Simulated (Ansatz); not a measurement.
# What a change of settings does: ZrC

First run: DFT, LDA, all-electron LAPW, scalar-relativistic (Ansatz 0.2.0).

Command: `ansatz run input.yaml --threads 1 --pin off --max-ram 2048MiB --backend cpu --events-out ev --progress --plain --runs-dir out` It took 26 s on 1 thread of Intel(R) Xeon(R) Platinum 8375C CPU @ 2.90GHz (Ice Lake) (shared host), peak memory 0.46 GiB.

```yaml
crystal:
  lattice:
    - [0.0, 2.3207235877, 2.3207235877]
    - [2.3207235877, 0.0, 2.3207235877]
    - [2.3207235877, 2.3207235877, 0.0]
  atoms:
    - { symbol: Zr, position: [0.5, 0.5, 0.5] }
    - { symbol: C, position: [0.0, 0.0, 0.0] }
kpoints:
  mp_grid: { grid: [15, 15, 15] }
  band_path:
    path:
      - [0.0, 0.0, 0.0]
      - [0.5, 0.0, 0.5]
      - [0.625, 0.25, 0.625]
      - [0.375, 0.375, 0.75]
      - [0.0, 0.0, 0.0]
      - [0.5, 0.5, 0.5]
      - [0.5, 0.25, 0.75]
      - [0.5, 0.0, 0.5]
    npoints: 14
scf:
  occupations: { method: fermi_dirac, width: 0.05 }
hamiltonian:
  xc: lda
  pseudopotentials: { kind: all_electron, lapw: { basis_error: 0.0005 } }
output:
  forces: true
  stress: true
  eigenvalues: true
  populations: true
```

The cell comes from a relaxation on PAW files under the same functional, begun from a database entry that needn't be the ground state.

It converges in 10 SCF iterations at a pressure of 0.08 GPa.

The input is then changed:

```diff
   atoms:
-    - { symbol: Zr, position: [0.5, 0.5, 0.5] }
-    - { symbol: C, position: [0.0, 0.0, 0.0] }
+    - { symbol: Zr, position: [0.5, 0.5, 0.5], spin: 2.0 }
+    - { symbol: C, position: [0.0, 0.0, 0.0], spin: -2.0 }
 kpoints:
   occupations: { method: fermi_dirac, width: 0.05 }
+  algorithm: density_mixing
 hamiltonian:
   populations: true
+magnetization:
+  spin_polarized: true
```

Question: What does the second run give?

Answer: It converges in 12 SCF iterations at a pressure of 0.08 GPa, cell moment 0.00 μB.
